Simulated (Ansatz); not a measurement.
**Ionic part of the dielectric constant of WS2, mode by mode**

All numbers below come from DFT LDA, scalar-relativistic, plane waves, PAW (Ansatz). Plane waves to 420 eV; Γ-centred k mesh 12×12×1; fixed occupations. No spin polarisation. Phonons by linear response, acoustic sum rule imposed.

Symmetry: P-6m2, No. 187, hexagonal system. Conventional cell: a = 3.126 Å, b = 3.126 Å, c = 27.342 Å, α = 90.00°, β = 90.00°, γ = 120.00°. Around W (site symmetry -6m2) lie 6 S at 2.39 Å. Around W (site symmetry 3m) lie 6 S at 2.39 Å. Around S (site symmetry 3m) lie 3 W at 2.39 Å. S (site symmetry 3m) has 3 W at 2.39 Å as nearest neighbours. Around S (site symmetry 3m) lie 3 W at 2.39 Å.

The crystal is built of layers and no dispersion correction was added, so the binding between them is poorly described, and with it their spacing and whatever depends on it. Spin–orbit coupling is left out, which matters for heavy elements.

The primitive cell has V = 231.44 Å³ and ε∞,yy = 9.651. Each polar mode adds Δε = (4.92064×10⁷/V)·S/ν² along y, with S its oscillator strength in e²/amu, ν in cm⁻¹ and V in Å³.

Q: From these modes, find each Δε and ε0,yy.
```json
{"ν (cm⁻¹)": "358.1", "S_yy (e²/amu)": "0.01038"}
{"ν (cm⁻¹)": "359.4", "S_yy (e²/amu)": "0.00891"}
{"ν (cm⁻¹)": "359.4", "S_yy (e²/amu)": "0.01279"}
```

A:
```csv
ν (cm⁻¹),Δε
358.1,0.02
359.4,0.01
359.4,0.02
```

The sum is 0.053, so ε0,yy = 9.70; the run's tensor has 9.70.

This form isn't the usual stable structure of the compound.

Cost: 1 run of about 12 core-minutes, on Oxide Virtual Turin-like Processor (Zen 5) (shared hosts).